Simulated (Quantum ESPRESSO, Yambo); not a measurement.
**Levels of theory for the gap of Cs2KYCl6**

Cs$_{2}$KYCl$_{6}$ (space group Fm-3m, No. 225): one geometry, one set of norm-conserving PBEsol (Quantum ESPRESSO, 74 Ry, scalar-relativistic) orbitals, self-energies from Yambo (2×2×2 Γ-centred k mesh, bands 2 to 372 and a 6 Ry block in the screening, 372 bands in G with the Bruneval-Gonze terminator, plasmon pole fitted at 27.2 eV).

The geometry is that of Materials Project entry mp-1112690, symmetrised and not relaxed again.

| level | gap Γ → Γ (eV) | rough Yambo cost |
|---|---|---|
| PBEsol (Quantum ESPRESSO) | 4.96 | – |
| exchange only (Hartree-Fock self-energy on PBEsol orbitals) | 13.22 | about 1/20 (6 states) |
| static COHSEX@PBEsol | 8.76 | within a factor of two (2 states) |
| G0W0@PBEsol, plasmon pole | 7.54 | 1 (6 states) |

Bare exchange has no screening and gives the widest gap; static COHSEX screens it but leaves out the frequency dependence, which G0W0 restores.

Costs are rough ratios of core time on shared machines.

Nearest settings tried, and what they do to the gap: 239 bands in G: -6 meV; 171 bands in W: -7 meV; 5 Ry block (531 vectors against 645): -31 meV; 1×1×1 mesh: -139 meV. So the settings aren't converged at that level. The k mesh is coarse.

The structure is a Materials Project entry; no match was found in the copy of COD used, and its stability was not checked.
